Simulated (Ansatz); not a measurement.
Lu3AlN:
```yaml
crystal:
  lattice:
    - [4.60800, 0.00000, 0.00000]
    - [0.00000, 4.60800, 0.00000]
    - [0.00000, 0.00000, 4.60800]
  atoms:
    - { symbol: Lu, position: [0.50000, 0.50000, 0.00000] }
    - { symbol: Lu, position: [0.00000, 0.50000, 0.50000] }
    - { symbol: Lu, position: [0.50000, 0.00000, 0.50000] }
    - { symbol: Al, position: [0.00000, 0.00000, 0.00000] }
    - { symbol: N, position: [0.50000, 0.50000, 0.50000] }
```

Relaxed with r²SCAN. Special points in fractions of this cell's reciprocal vectors: Γ (0.000, 0.000, 0.000); X (0.000, 0.500, 0.000); M (0.500, 0.500, 0.000); R (0.500, 0.500, 0.500).

Task: List the band energies nearest the Fermi level at these points for the program Ansatz at the r²SCAN level (PAW).

Result: In eV from the Fermi level; about four levels below and three above (degenerate sets whole), none deeper than 8.9 eV; points with the same levels are listed once.

| k | below | above |
|---|---|---|
| Γ | -1.67 -1.67 -0.79 -0.79 -0.79 | 0.95 0.95 0.95 |
| X | -3.36 -3.36 -1.27 -1.27 -0.07 | 0.05 1.96 2.01 |
| M | -3.84 -2.66 -2.66 -1.52 | 0.65 1.33 1.33 |
| R | -5.01 -1.44 -1.44 -1.44 | 0.17 0.17 0.17 |

Space group Pm-3m (anti-perovskite). The workflow started from a Materials Project entry (that database holds measured and hypothetical structures alike); the Crystallography Open Database copy checked does not list it. Its standing as an ambient phase is unchecked. Symmetry was held in the r²SCAN relaxation; whether a distortion lowers the energy is not shown. With an odd number of electrons in the cell and no spin polarisation, the count alone makes it a metal. Scalar-relativistic: spin–orbit coupling is off unless named, which matters more the heavier the elements.

Potentials: the later of the program's two PAW sets.
